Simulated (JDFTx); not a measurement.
Ta(100) slab cut from bulk Ta (space group Im-3m, indices of the conventional cell, lattice of the Materials Project entry mp-50, not re-optimised): 5 atoms in 5 planes, a (1×1) cell of 10.96 Å² (|a| = 3.310, |b| = 3.310 Å), 6.3 Å between the outermost planes, cell height 25.6 Å, 6×6×1 k mesh, Fermi smearing 0.01 Ha, no spin polarisation.

Adsorbate: H on both faces at 1.00 monolayer, started bridge and relaxed in vacuum, keeping the symmetry of the start.

Computed with a modified build of JDFTx: PBE, GBRV ultrasoft potentials, plane waves to 20/100 Ha. The adsorption energy per H is [E(slab + 2 H) − E(slab)]/2 − (½ E(H2)), with the gas molecules relaxed at the same level and slab energies taken as (E + F)/2, the usual estimate of zero smearing. In reaction energies these potentials put H₂ about 0.03 eV too high against large-basis PBE. No zero-point energy or vibrational entropy is included. Reconstruction of the substrate beyond this cell is outside the model.

Q: Predict the adsorption energy and the geometry, and the change of the work function.

A: -0.41 eV. H sits 0.47 Å above the highest substrate atom, bound to 1 Ta at 2.00 Å. The work function goes from 3.86 to 3.77 eV. In CANDLE, water, 1 M KCl, at zero charge, the adsorption energy is -0.41 eV and the potential of zero charge moves from -1.13 to -1.17 V vs SHE (4.44 V convention).
